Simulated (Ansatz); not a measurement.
## Squeezing and stretching SiNi3

Reference cell: an entry of the Crystallography Open Database (COD), whose atoms a relaxation with PBE at fixed cell left in place.

```
Si Ni
1.0
     3.55110    0.00000    0.00000
     0.00000    3.55110    0.00000
     0.00000    0.00000    3.55110
Si Ni
1 3
Direct
  0.00000 0.00000 0.00000
  0.00000 0.50000 0.50000
  0.50000 0.00000 0.50000
  0.50000 0.50000 0.00000
```

Atoms are numbered from 1 in the order listed; like atoms form one site, named after its first atom.

Method: Kohn–Sham DFT in Ansatz, PBE, plane waves and PAW, scalar-relativistic, collinear spin, 420 eV cutoff, Γ-centred 13×13×13 k-points, Fermi–Dirac smearing 0.05 eV. Start moments as typed (μB): 1.5 on each Ni, none on the rest.

The cell is scaled uniformly, and the ions relax again at each size.

```
V/V₀  pressure (GPa)
0.94             5.4
0.96             0.6
0.98            -3.6
1.00               ?
1.02           -10.8
1.04           -13.7
1.06           -16.3
```

(1) Estimate the row at V/V₀ = 1.00, the equilibrium volume and the bulk modulus.

Answers

(1) pressure (GPa): -7.4. Worked: a parabola in ln(V/V₀) through the other 6 rows gives -7.4 GPa there. It crosses zero pressure at V/V₀ = 0.963, the equilibrium volume of this functional, where the bulk modulus is B = −dP/d ln V = 213 GPa.

The start moments die out, and the run ends without spin.
